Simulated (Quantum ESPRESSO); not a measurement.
MgGaAlS4, finding a planted mistake in a log

Computed values, not a measurement. The program is pw.x of Quantum ESPRESSO 7.5 (plane-wave density functional theory). The cell is made up: 7 atoms on a zincblende/diamond lattice with one site empty, with randomly drawn elements, strain and displacements, not relaxed. PseudoDojo standard norm-conserving files (v0.5 for PBE, v0.4.1 for LDA and PBEsol) set the functional; there is no spin polarisation, spin-orbit coupling or dispersion term, and the masses in the input are unused placeholders.

Intended input:

```
&control calculation='scf', pseudo_dir='./dojo.nc.sr.pbe.v0_5.standard.upf', outdir='./o', disk_io='medium', tprnfor=.true., tstress=.true. /
&system ibrav=0, nat=7, ntyp=4, nbnd=31, ecutwfc=84.00895049, nosym=.true., tot_charge=0,
 occupations='smearing', smearing='fd', degauss=0.0018374661
/
&electrons conv_thr=7.350e-09, electron_maxstep=60, /
ATOMIC_SPECIES
Al 1.0 Al.upf
Ga 1.0 Ga.upf
Mg 1.0 Mg.upf
S 1.0 S.upf
CELL_PARAMETERS angstrom
5.3494 0.0361 -0.0199
0.0361 5.3786 -0.0297
-0.0199 -0.0297 5.2776
ATOMIC_POSITIONS angstrom
Mg -0.021 2.693 2.6652
Ga 2.7127 0.0179 2.7268
Al 2.6673 2.8031 -0.0566
S 1.303 1.3957 1.3214
S 1.2546 4.177 3.9171
S 4.0079 1.2835 4.1263
S 3.9601 4.1669 1.2726
K_POINTS automatic
4 4 4 1 1 1
```

The log is shortened where brackets say so; the opening notice, blank lines, dates and the lines on written files are dropped, and the path of the files is cut. It prints rydbergs, bohrs and kilobars, and counts compression as positive stress. Where no state is partly filled, the Fermi energy that it prints is only some level between the filled and the empty states on the mesh, and need not lie in the true gap.

Log of the intended run:

```
     Program PWSCF v.7.5
     Parallel version (MPI & OpenMP), running on       1 processor cores
     Number of MPI processes:                 1
     Threads/MPI process:                     1
     [start-up lines left out]
     bravais-lattice index     =            0
     lattice parameter (alat)  =      10.1092  a.u.
     unit-cell volume          =    1024.6328 (a.u.)^3
     number of atoms/cell      =            7
     number of atomic types    =            4
     number of electrons       =        50.00
     number of Kohn-Sham states=           31
     kinetic-energy cutoff     =      84.0090  Ry
     charge density cutoff     =     336.0358  Ry
     scf convergence threshold =      7.3E-09
     mixing beta               =       0.7000
     number of iterations used =            8  plain     mixing
     Exchange-correlation= PBE
                           (   1   4   3   4   0   0   0)
     [axes and pseudopotential details left out]
   Cartesian axes
     site n.     atom                  positions (alat units)
         1        Mg     tau(   1) = (  -0.0039256   0.5034060   0.4982093  )
         2        Ga     tau(   2) = (   0.5070885   0.0033461   0.5097243  )
         3        Al     tau(   3) = (   0.4986019   0.5239871  -0.0105803  )
         4        S      tau(   4) = (   0.2435715   0.2609000   0.2470110  )
         5        S      tau(   5) = (   0.2345240   0.7808121   0.7322286  )
         6        S      tau(   6) = (   0.7492020   0.2399263   0.7713346  )
         7        S      tau(   7) = (   0.7402667   0.7789240   0.2378888  )
     number of k points=    32  Fermi-Dirac smearing, width (Ry)=  0.0018
                       cart. coord. in units 2pi/alat
        k(    1) = (   0.1246413   0.1241946   0.1278732), wk =   0.0625000
        k(    2) = (   0.1255746   0.1255877   0.3812933), wk =   0.0625000
     [further k points left out]
     Dense  grid:   106639 G-vectors     FFT dimensions: (  60,  60,  60)
     Estimated max dynamical RAM per process >     130.14 MB
     Initial potential from superposition of free atoms
     starting charge      49.9939, renormalised to      50.0000
     Starting wfcs are   34 randomized atomic wfcs
     total cpu time spent up to now is       10.2 secs
     per-process dynamical memory:    83.6 Mb
     Self-consistent Calculation
     iteration #  1     ecut=    84.01 Ry     beta= 0.70
     Davidson diagonalization with overlap
     ethr =  1.00E-02,  avg # of iterations =  4.3
     Threshold (ethr) on eigenvalues was too large:
     Diagonalizing with lowered threshold
     Davidson diagonalization with overlap
     ethr =  7.51E-04,  avg # of iterations =  1.1
     total cpu time spent up to now is       51.7 secs
     total energy              =    -364.78417176 Ry
     estimated scf accuracy    <       0.36802694 Ry
     iteration #  2     ecut=    84.01 Ry     beta= 0.70
     Davidson diagonalization with overlap
     ethr =  7.36E-04,  avg # of iterations =  2.2
     total cpu time spent up to now is       73.0 secs
     total energy              =    -364.87259842 Ry
     estimated scf accuracy    <       0.12019740 Ry
     [iterations 3 to 8 left out]
     iteration #  9     ecut=    84.01 Ry     beta= 0.70
     Davidson diagonalization with overlap
     ethr =  2.00E-10,  avg # of iterations =  2.0
     total cpu time spent up to now is      250.9 secs
     total energy              =    -364.90012703 Ry
     estimated scf accuracy    <          7.4E-09 Ry
     iteration # 10     ecut=    84.01 Ry     beta= 0.70
     Davidson diagonalization with overlap
     ethr =  1.48E-11,  avg # of iterations =  3.7
     total cpu time spent up to now is      275.0 secs
     End of self-consistent calculation
     [lines on levels left out]
     the Fermi energy is     6.0805 ev
!    total energy              =    -364.90012703 Ry
     estimated scf accuracy    <          1.5E-09 Ry
     smearing contrib. (-TS)   =      -0.00000000 Ry
     internal energy E=F+TS    =    -364.90012703 Ry
     The total energy is F=E-TS. E is the sum of the following terms:
     one-electron contribution =    -212.43069515 Ry
     hartree contribution      =     126.30279637 Ry
     xc contribution           =     -85.21312917 Ry
     ewald contribution        =    -193.55909909 Ry
     convergence has been achieved in  10 iterations
     Forces acting on atoms (cartesian axes, Ry/au):
     atom    1 type  3   force =    -0.02512364   -0.00371356    0.00221379
     atom    2 type  2   force =    -0.03459810    0.02731160   -0.01669886
     atom    3 type  1   force =    -0.03139300   -0.00812256    0.01817629
     atom    4 type  4   force =     0.04888210   -0.01878687   -0.03544068
     atom    5 type  4   force =     0.03395502   -0.00011966    0.05177630
     atom    6 type  4   force =    -0.00240286    0.01343635    0.00719096
     atom    7 type  4   force =     0.01068048   -0.01000529   -0.02721779
     Total force =     0.115234     Total SCF correction =     0.000090
     Computing stress (Cartesian axis) and pressure
          total   stress  (Ry/bohr**3)                   (kbar)     P=       15.54
   0.00020267  -0.00000557  -0.00006767           29.81       -0.82       -9.95
  -0.00000557   0.00002389   0.00019282           -0.82        3.51       28.36
  -0.00006767   0.00019282   0.00009043           -9.95       28.36       13.30
     init_run     :      9.31s CPU     10.00s WALL (       1 calls)
     electrons    :    243.73s CPU    264.89s WALL (       1 calls)
     forces       :      4.25s CPU      4.33s WALL (       1 calls)
     stress       :     15.88s CPU     16.00s WALL (       1 calls)
     [timing details left out]
     PWSCF        :   4m33.41s CPU   4m55.65s WALL
     JOB DONE.
```

A second run was made from an input with one planted mistake. Its log:

```
     Program PWSCF v.7.5
     Parallel version (MPI & OpenMP), running on       1 processor cores
     Number of MPI processes:                 1
     Threads/MPI process:                     1
     [start-up lines left out]
     bravais-lattice index     =            0
     lattice parameter (alat)  =      10.1092  a.u.
     unit-cell volume          =    1024.6328 (a.u.)^3
     number of atoms/cell      =            7
     number of atomic types    =            4
     number of electrons       =        50.00
     number of Kohn-Sham states=           31
     kinetic-energy cutoff     =      84.0090  Ry
     charge density cutoff     =     336.0358  Ry
     scf convergence threshold =      7.3E-09
     mixing beta               =       0.7000
     number of iterations used =            8  plain     mixing
     Exchange-correlation= PBE
                           (   1   4   3   4   0   0   0)
     [axes and pseudopotential details left out]
   Cartesian axes
     site n.     atom                  positions (alat units)
         1        Mg     tau(   1) = (  -0.0039256   0.5034060   0.4982093  )
         2        Ga     tau(   2) = (   0.5070885   0.0033461   0.5097243  )
         3        Al     tau(   3) = (   0.4986019   0.5239871  -0.0105803  )
         4        S      tau(   4) = (   0.2435715   0.2609000   0.2470110  )
         5        S      tau(   5) = (   0.2345240   0.7808121   0.7322286  )
         6        S      tau(   6) = (   0.7492020   0.2399263   0.7713346  )
         7        S      tau(   7) = (   0.7402667   0.7789240   0.2378888  )
     number of k points=     1  Fermi-Dirac smearing, width (Ry)=  0.0018
                       cart. coord. in units 2pi/alat
        k(    1) = (  -0.4985652  -0.4967784  -0.5114929), wk =   2.0000000
     Dense  grid:   106639 G-vectors     FFT dimensions: (  60,  60,  60)
     Estimated max dynamical RAM per process >     130.14 MB
     Initial potential from superposition of free atoms
     starting charge      49.9939, renormalised to      50.0000
     Starting wfcs are   34 randomized atomic wfcs
     total cpu time spent up to now is        1.7 secs
     per-process dynamical memory:    82.1 Mb
     Self-consistent Calculation
     iteration #  1     ecut=    84.01 Ry     beta= 0.70
     Davidson diagonalization with overlap
     ethr =  1.00E-02,  avg # of iterations =  4.0
     total cpu time spent up to now is        2.5 secs
     total energy              =    -364.38822812 Ry
     estimated scf accuracy    <       0.58956178 Ry
     iteration #  2     ecut=    84.01 Ry     beta= 0.70
     Davidson diagonalization with overlap
     ethr =  1.18E-03,  avg # of iterations =  2.0
     total cpu time spent up to now is        3.1 secs
     total energy              =    -364.54354941 Ry
     estimated scf accuracy    <       0.19711443 Ry
     [iterations 3 to 8 left out]
     iteration #  9     ecut=    84.01 Ry     beta= 0.70
     Davidson diagonalization with overlap
     ethr =  4.70E-10,  avg # of iterations =  2.0
     total cpu time spent up to now is        9.4 secs
     total energy              =    -364.58905453 Ry
     estimated scf accuracy    <       0.00000002 Ry
     iteration # 10     ecut=    84.01 Ry     beta= 0.70
     Davidson diagonalization with overlap
     ethr =  3.35E-11,  avg # of iterations =  2.0
     total cpu time spent up to now is       10.2 secs
     End of self-consistent calculation
     [lines on levels left out]
     the Fermi energy is     5.7581 ev
!    total energy              =    -364.58905454 Ry
     estimated scf accuracy    <          8.1E-10 Ry
     smearing contrib. (-TS)   =      -0.00000000 Ry
     internal energy E=F+TS    =    -364.58905454 Ry
     The total energy is F=E-TS. E is the sum of the following terms:
     one-electron contribution =    -212.43730030 Ry
     hartree contribution      =     126.88382174 Ry
     xc contribution           =     -85.47647689 Ry
     ewald contribution        =    -193.55909909 Ry
     convergence has been achieved in  10 iterations
     Forces acting on atoms (cartesian axes, Ry/au):
     atom    1 type  3   force =    -0.02035917   -0.00213578   -0.00083853
     atom    2 type  2   force =    -0.03730066    0.02498366   -0.01805602
     atom    3 type  1   force =    -0.03088957   -0.00937075    0.02407835
     atom    4 type  4   force =     0.06513923   -0.00080231   -0.02375345
     atom    5 type  4   force =     0.05337008   -0.01028782    0.03430627
     atom    6 type  4   force =    -0.01983953    0.01879664    0.00327402
     atom    7 type  4   force =    -0.01012037   -0.02118363   -0.01901064
     Total force =     0.122443     Total SCF correction =     0.000103
     Computing stress (Cartesian axis) and pressure
          total   stress  (Ry/bohr**3)                   (kbar)     P=       75.85
   0.00066924  -0.00001654  -0.00005721           98.45       -2.43       -8.42
  -0.00001654   0.00041552   0.00019354           -2.43       61.13       28.47
  -0.00005721   0.00019354   0.00046200           -8.42       28.47       67.96
     init_run     :      1.58s CPU      1.66s WALL (       1 calls)
     electrons    :      7.83s CPU      8.51s WALL (       1 calls)
     forces       :      0.46s CPU      0.49s WALL (       1 calls)
     stress       :      0.90s CPU      0.92s WALL (       1 calls)
     [timing details left out]
     PWSCF        :     10.88s CPU     11.71s WALL
     JOB DONE.
```

Question: what was wrong in the second input?

Answer: the k-point mesh is too coarse. The input lines that differ, file-writing options aside:

```
- 4 4 4 1 1 1
+ 1 1 1 1 1 1
```

|  | intended run | run with the mistake |
| --- | --- | --- |
| free energy (eV) | -4964.719 | -4960.487 |
| smearing term -TS (eV) | 0.0000 | 0.0000 |
| pressure (GPa) | 1.55 | 7.58 |
| largest force component (eV/Å) | 1.331 | 1.675 |
| largest change of a force component (eV/Å) |  | 0.535 |
| iterations | 10 | 10 |

For scale, a rerun of the intended cell at 1437 eV and a 6 x 6 x 6 mesh moved values by no more than 0.002 eV in energy, 0.02 GPa in stress and 0.002 eV/Å in force.